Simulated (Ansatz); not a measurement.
The relaxed structure here is a generated cell of BeS: the first start was made by placing the elements on the sites of a structure type, and the end was not matched to a known phase here, so it may be hypothetical.

A structure of BeS relaxed with PBEsol (plane waves to 420 eV, PAW, scalar-relativistic; Ansatz, a quantum-chemistry and plane-wave program); single points at other levels follow on the same geometry (Ansatz, PAW; HSE06 at 420 eV on a 4×6×4 k-mesh; no spin-orbit coupling). Space group Pnma (No. 62).

```
CELL_PARAMETERS angstrom
      5.93284     0.00000     0.00000
      0.00000     3.47387     0.00000
      0.00000     0.00000     5.95643
ATOMIC_POSITIONS crystal
  Be 0.14440 0.75000 0.59456
  Be 0.85560 0.25000 0.40544
  Be 0.64440 0.75000 0.90544
  Be 0.35560 0.25000 0.09456
  S  0.21637 0.25000 0.41411
  S  0.28363 0.75000 0.91411
  S  0.78363 0.75000 0.58589
  S  0.71637 0.25000 0.08589
```

```
level   gap (eV)      kind  conduction minimum
------  --------  --------  ------------------
PBEsol      3.64  indirect  k = (0, 0.3846, 0)
HSE06       4.78         –  k = (0, 0.3846, 0)
```

HSE06 gaps come from a coarse mesh plus a few chosen points, so they may be too large. No spin polarisation in the result.

The run could not lose the symmetry of its start: the end is stationary, and may be a saddle point rather than a minimum.

It was reached from a disturbed copy of a P6₃/mmc (No. 194) cell (NiAs type), against which it lies -0.337 eV/atom.
